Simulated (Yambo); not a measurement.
RPA spectrum of CsGeCl3 (space group R3m, No. 160) on PBEsol bands in Yambo (4×4×4 mesh, 117 bands, 3 Ry local-field block, 0.2 eV broadening; field along x). CGrdSpXd merges neighbouring transition energies to save time; the report line [X-CG] gives the poles kept by one of the 4 MPI tasks, and where the merging fails may depend on that split. Axes are Cartesian, with cell vectors (Å) (3.85, 2.22, 3.18), (-3.85, 2.22, 3.18), (0.00, -4.44, 3.18).

| CGrdSpXd asked (%) | share reached (%) | poles used (one task) | static ε | largest change of Im ε (% of its maximum) | rough time |
|---|---|---|---|---|---|
| 100 | 100 | 5414 | 4.03 | 0.0 | 1 |
| 70 | 69 | 3788 | 4.03 | 0.0 | within a factor of two |
| 30 | 29 | 1621 | 4.03 | 0.4 | about 1/3 |
| 15 | 1 | 60 | 4.15 | 47 | about 1/10 |
| 5 | 1 | 60 | 4.15 | 47 | about 1/10 |

All runs end normally. In the runs at 15 %, 5 % few poles are left or the spectrum changes by over a quarter of its peak, and no warning says so. Times are rough ratios from shared machines. The k mesh wasn't tested; the rows compare only with each other.

Spin-orbit coupling is not included.

Geometry of the Materials Project entry, not relaxed at this level; primitive cell a = 5.462 Å, b = 5.462 Å, c = 5.462 Å, α = 89.55°, β = 89.55°, γ = 89.55°.

The structure is a Materials Project entry; no match was found in the copy of COD used, and its stability was not checked.
